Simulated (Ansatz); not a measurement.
ZrPbO3 (cubic perovskite, Pm-3m), r²SCAN (plane waves, PAW; program Ansatz), all energies at zero smearing, with the estimated change up to a 700 eV cutoff added, with one set of potentials and settings (totals compare only within such a set). Cell of 5 atoms (1 Zr, 1 Pb, 3 O): -17827.120 eV.

```json
[
 {"element": "Zr", "reference phase": "P6_3/mmc, 2 atoms in the cell", "E (eV/atom)": "-4195.0260"},
 {"element": "Pb", "reference phase": "Fm-3m, 1 atoms in the cell", "E (eV/atom)": "-11920.8594"},
 {"element": "O", "reference phase": "C2/m, 4 atoms in the cell, spin-polarised", "E (eV/atom)": "-566.0281"}
]
```

Formation energy per atom, worked out: (-17827.120 − 1×(-4195.0260) − 1×(-11920.8594) − 3×(-566.0281))/5 = -2.630 eV/atom (-254 kJ per mol of atoms), at 0 K, without zero-point energy or fitted corrections.

The first step of the workflow began from a Materials Project structure, measured or hypothetical; the Crystallography Open Database copy checked does not list it. COD files the formula under space group No. 38, 55. Its standing as an ambient phase is unchecked. The r²SCAN relaxation kept the symmetry of its start; whether a distortion lowers the energy is not shown. No spin polarisation was allowed. The references are the lowest solids computed at this level, not always the standard phases (solids in place of the gases). Scalar-relativistic: spin–orbit coupling is off unless named, which matters more the heavier the elements.

Potentials: the later of the program's two PAW sets.
